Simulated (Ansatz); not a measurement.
BN (zinc blende)

```
BN
1.0
    0.00000     1.81236     1.81236
    1.81236     0.00000     1.81236
    1.81236     1.81236     0.00000
N B
1 1
Direct
  0.75000   0.75000   0.75000
  0.00000   0.00000   0.00000
```

This relaxed cell (volume V₀) is scaled evenly in all directions, its shape held. Symmetry pins the atoms to their sites.

All values below come from PBE (plane waves to 420 eV, PAW, scalar-relativistic; Ansatz, an electronic-structure program). k mesh 16×16×16 (Γ-centred), Fermi-Dirac smearing 0.05 eV. E stands for the smeared free energy. Compression counts positive. BN was relaxed with its symmetry unable to fall. The zero of ΔE is the relaxed starting cell.

```tsv
V (Å³/atom)	ΔE (meV/atom)
5.000	231.0
5.159	152.9
5.318	93.5
5.477	50.2
5.635	21.4
5.794	5.1
5.953	0.0
6.112	4.7
6.270	18.1
6.429	39.1
6.588	66.9
6.747	withheld
6.905	139.7
```

Question: Fit a third-order Birch-Murnaghan form (E₀, V₀, B₀, B₀′ free) to the given rows and predict ΔE at V = 6.747.

Answer: Least squares on the 12 given rows: ΔE = E₀ + (9V₀B₀/16)·y²·[2 + (B₀′ − 4)y], y = (V₀/V)^(2/3) − 1, with V₀ = 5.953 Å³/atom, B₀ = 371.0 GPa (160.2 GPa = 1 eV/Å³; the term in eV is multiplied by 1000), B₀′ = 3.65, E₀ = 0.02 meV/atom; root-mean-square residual 0.09 meV/atom. At 6.747 the fit gives 100.9 meV/atom; the calculation gives 100.7 meV/atom, so the interpolation is off by 0.2 (+0.2 %). For the pressure the fit gives -36.9 GPa against the computed -36.8 GPa.

(A scan under strain: stresses follow from slopes of the energy per volume, elastic moduli from its curvatures.)
